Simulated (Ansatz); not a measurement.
BaTiO3:
```cif
data_BaO3Ti
_chemical_formula_sum 'Ba1 Ti1 O3'
_space_group_name_H-M_alt 'Pm-3m'
_space_group_IT_number 221
_space_group_name_Hall '-P 4 2 3'
_cell_length_a 3.99442
_cell_length_b 3.99442
_cell_length_c 3.99442
_cell_angle_alpha 90.000
_cell_angle_beta 90.000
_cell_angle_gamma 90.000
loop_
_atom_site_label
_atom_site_type_symbol
_atom_site_symmetry_multiplicity
_atom_site_Wyckoff_symbol
_atom_site_fract_x
_atom_site_fract_y
_atom_site_fract_z
_atom_site_occupancy
Ba1 Ba 1 b 0.50000 0.50000 0.50000 1
Ti1 Ti 1 a 0.00000 0.00000 0.00000 1
O1 O 3 d 0.00000 0.00000 0.50000 1
```

Relaxed with r²SCAN.

Q: Give the optical modes at the zone centre with their infrared and Raman activity from DFPT, DFT-r²SCAN in the program Ansatz with PAW potentials.

A: Transverse frequencies, without the LO–TO term; a row sums one degenerate level.

```json
[
 {"ω (cm⁻¹)": "226i", "degeneracy": "3", "IR ((D/Å)²/amu)": "247.76", "Raman (Å⁴/amu)": "0", "activity": "IR", "symmetry": "T1u"},
 {"ω (cm⁻¹)": "180", "degeneracy": "3", "IR ((D/Å)²/amu)": "8.01", "Raman (Å⁴/amu)": "0", "activity": "IR", "symmetry": "T1u"},
 {"ω (cm⁻¹)": "299", "degeneracy": "3", "IR ((D/Å)²/amu)": "0.00", "Raman (Å⁴/amu)": "0", "activity": "silent", "symmetry": "T2u"},
 {"ω (cm⁻¹)": "472", "degeneracy": "3", "IR ((D/Å)²/amu)": "3.33", "Raman (Å⁴/amu)": "0", "activity": "IR", "symmetry": "T1u"}
]
```

Q: How high does the top mode go among those that the LO–TO term moves?

A: 662 cm⁻¹ for q along x.

This is a known high-temperature phase of the composition, computed here at zero pressure and temperature. The cell was relaxed with r²SCAN under the symmetry of its start. At this level the phase is dynamically unstable (imaginary phonons). No spin polarisation was allowed. Spin–orbit coupling is left out wherever it is not named.

Potentials: the earlier of the program's two PAW sets.
